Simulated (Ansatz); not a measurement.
All numbers below come from DFT PBE, scalar-relativistic, plane waves, PAW (Ansatz). Settings: cutoff 420 eV, Γ-centred meshes spaced at most about 0.3 Å⁻¹, and about 0.25 Å⁻¹ or finer for metals (2π included), Gaussian smearing. No spin polarisation in the final relaxations.

All energies are static (0 K, no zero-point motion). All come from trial cells, and lower structures may exist.

Problem. These unrelaxed guesses for Sc₂GaSbAs₂ are each relaxed within their symmetry. Order them by the energy at which they end, lowest first.
A.

Space group P4/mmm (No. 123). a = 6.677 Å, b = 6.677 Å, c = 5.780 Å, α = 90.00°, β = 90.00°, γ = 90.00°
```json
{"atom": "Sc", "site": "2f", "symmetry": "mmm.", "x": "0.0000", "y": "0.5000", "z": "0.0000"}
{"atom": "Ga", "site": "1b", "symmetry": "4/mmm", "x": "0.0000", "y": "0.0000", "z": "0.5000"}
{"atom": "Sb", "site": "1d", "symmetry": "4/mmm", "x": "0.5000", "y": "0.5000", "z": "0.5000"}
{"atom": "As", "site": "2g", "symmetry": "4mm", "x": "0.0000", "y": "0.0000", "z": "0.3351"}
```

B.

Space group P4mm (No. 99). a = 4.430 Å, b = 4.430 Å, c = 7.098 Å, α = 90.00°, β = 90.00°, γ = 90.00°
```tsv
atom	site	symmetry	x	y	z
Sc	2c	2mm.	0.5000	0.0000	0.9946
Ga	1a	4mm	0.0000	0.0000	0.6973
Sb	1b	4mm	0.5000	0.5000	0.3203
As	1b	4mm	0.5000	0.5000	0.8287
As	1a	4mm	0.0000	0.0000	0.1644
```

C.

Space group P-4m2 (No. 115). a = 4.415 Å, b = 4.415 Å, c = 7.368 Å, α = 90.00°, β = 90.00°, γ = 90.00°
```tsv
atom	site	symmetry	x	y	z
Sc	2g	2mm.	0.5000	0.0000	0.3182
Ga	1a	-4m2	0.0000	0.0000	0.0000
Sb	1b	-4m2	0.5000	0.5000	0.0000
As	2g	2mm.	0.5000	0.0000	0.8291
```

D.

Space group I4/mmm (No. 139). a = 4.322 Å, b = 4.322 Å, c = 12.127 Å, α = 90.00°, β = 90.00°, γ = 90.00°
```csv
atom,site,symmetry,x,y,z
Sc,4d,-4m2,0.0000,0.5000,0.2500
Ga,2a,4/mmm,0.0000,0.0000,0.0000
Sb,2b,4/mmm,0.5000,0.5000,0.0000
As,4e,4mm,0.0000,0.0000,0.3530
```

Solution. C (ends in P-4m2, 0 meV/atom), D (ends in I4/mmm, 208 meV/atom), B (ends in P4mm, 226 meV/atom), A (ends in P4/mmm, 0.56 eV/atom).

These runs have no spin–orbit coupling, which can matter for Sb. Cells relaxed within their symmetry can be saddle points. Some types were kept out of the candidates beforehand, so the set may lack a known form.
